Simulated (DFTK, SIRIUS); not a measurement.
Given: the input of a run of DFTK 0.8.2 on HfIn4SiO6. The cell comes from a database or a generator and needn't be the stable form of this composition.

The input run.jl:

```julia
using DFTK
using PseudoPotentialData
using Unitful, UnitfulAtomic
using LinearAlgebra, Printf
include("save.jl")
setup_threading()

# lattice vectors are the columns
lattice = austrip(1u"Å") * [       2.71603        2.71603       -1.86309;
                 -4.70332        4.70332            0.0;
                  0.00448        0.00448        7.40415]
symbols   = [:Hf, :In, :In, :In, :In, :Si, :O, :O, :O, :O, :O, :O]
positions = [[0.2048, 0.7952, 0.0],
             [0.37139, 0.62861, 0.5],
             [0.53812, 0.46188, 0.0],
             [0.035, 0.965, 0.5],
             [0.70907, 0.29093, 0.5],
             [0.87146, 0.12854, 0.0],
             [0.10741, 0.06918, 0.86667],
             [0.93082, 0.89259, 0.13333],
             [0.83975, 0.3782, 0.86669],
             [0.6218, 0.16025, 0.13331],
             [0.19813, 0.46891, 0.13338],
             [0.53109, 0.80187, 0.86662]]
pseudopotentials = PseudoFamily("dojo.nc.sr.pbe.v0_4_1.standard.upf")
elements = Dict(s => ElementPsp(s, pseudopotentials) for s in unique(symbols))
atoms    = [elements[s] for s in symbols]

build_model(lattice, positions; symmetries=true) =
    model_DFT(lattice, atoms, positions;
              functionals=PBE(),
              temperature=austrip(0.05u"eV"),
              smearing=Smearing.FermiDirac(),
              symmetries)
Ecut  = 42.0  # hartree
kgrid = [6, 6, 4]
tol   = 1e-6
to_GPa = ustrip(uconvert(u"GPa", 1u"hartree/bohr^3"))

model = build_model(lattice, positions)
basis = PlaneWaveBasis(model; Ecut, kgrid)
display(basis)
scfres = self_consistent_field(basis;
                               tol,
                               nbandsalg=AdaptiveBands(model; n_bands_converge=65))
display(scfres.energies)
@printf "Fermi level: %.6f eV\n" ustrip(auconvert(u"eV", something(scfres.εF, NaN)))
forces = compute_forces_cart(scfres)
println("Forces (eV/Å)")
for (s, f) in zip(symbols, forces)
    @printf "%-3s %12.6f %12.6f %12.6f\n" s ustrip.(auconvert.(u"eV/Å", f))...
end
stress = compute_stresses_cart(scfres)
println("Stress (GPa)")
display(round.(stress * to_GPa; digits=4))
println("Levels at the first k-point (eV): ", round.(ustrip.(auconvert.(u"eV", scfres.eigenvalues[1][1:scfres.n_bands_converge])); digits=4))
save_scf!(scfres; forces, stress)
```

Potentials or basis: dojo.nc.sr.pbe.v0_4_1.standard.upf (PBE).

Command:

```bash
$ julia --threads=4 run.jl  # save.jl only writes the numbers to a file and isn't shown; printed stress counts tension as positive; times include loading and compiling
```

Task: Set up the same calculation for SIRIUS 7.12.0. Potentials or basis there: PseudoDojo 0.4.1 PBE standard (scalar relativistic), cutoff 1152 eV.

Result: As run (cutoffs and basis follow the program's own potentials, and thresholds, step limits or extra output files can differ):

sirius.json

```json
{
  "control": {
    "processing_unit": "cpu",
    "verbosity": 2,
    "num_bands_to_print": 68,
    "print_forces": true,
    "print_stress": true
  },
  "parameters": {
    "electronic_structure_method": "pseudopotential",
    "xc_functionals": ["XC_GGA_X_PBE", "XC_GGA_C_PBE"],
    "gk_cutoff": 9.2,
    "pw_cutoff": 18.4,
    "ngridk": [6, 6, 4],
    "shiftk": [0, 0, 0],
    "smearing": "fermi_dirac",
    "smearing_width": 0.0018374661,
    "num_bands": 68,
    "num_mag_dims": 0,
    "num_dft_iter": 100,
    "energy_tol": 1e-08,
    "density_tol": 1e-06
  },
  "iterative_solver": {
    "type": "davidson",
    "min_tolerance": 1e-10
  },
  "mixer": {
    "type": "anderson",
    "beta": 0.7,
    "max_history": 8
  },
  "settings": {
    "tol_ne": 1e-10,
    "pseudo_grid_cutoff": 6.5
  },
  "unit_cell": {
    "lattice_vectors": [
      [5.132552846267, -8.887986676475, 0.008465973038],
      [5.132552846267, 8.887986676475, 0.008465973038],
      [-3.520729845529, 0.0, 13.991815685648]
    ],
    "atom_coordinate_units": "lattice",
    "atom_types": ["Hf", "In", "Si", "O"],
    "atom_files": {
      "In": "In.json",
      "O": "O.json",
      "Si": "Si.json",
      "Hf": "Hf.json"
    },
    "atoms": {
      "Hf": [
        [0.2048, 0.7952, 0.0]
      ],
      "In": [
        [0.37139, 0.62861, 0.5],
        [0.53812, 0.46188, 0.0],
        [0.035, 0.965, 0.5],
        [0.70907, 0.29093, 0.5]
      ],
      "Si": [
        [0.87146, 0.12854, 0.0]
      ],
      "O": [
        [0.10741, 0.06918, 0.86667],
        [0.93082, 0.89259, 0.13333],
        [0.83975, 0.3782, 0.86669],
        [0.6218, 0.16025, 0.13331],
        [0.19813, 0.46891, 0.13338],
        [0.53109, 0.80187, 0.86662]
      ]
    }
  }
}
```

Potentials or basis: PseudoDojo 0.4.1 PBE standard (scalar relativistic).

The run is started by

```console
$ upf_to_json In.upf
$ upf_to_json O.upf
$ upf_to_json Si.upf
$ upf_to_json Hf.upf
$ OMP_NUM_THREADS=4 sirius.scf --input=sirius.json --output=out.json --task=0
```

Both were run:

|  | DFTK | SIRIUS |
| --- | --- | --- |
| Pressure | -0.4 GPa | -0.4 GPa |
| Largest force | 0.096 eV/Å | 0.096 eV/Å |

Pressure is positive in compression.
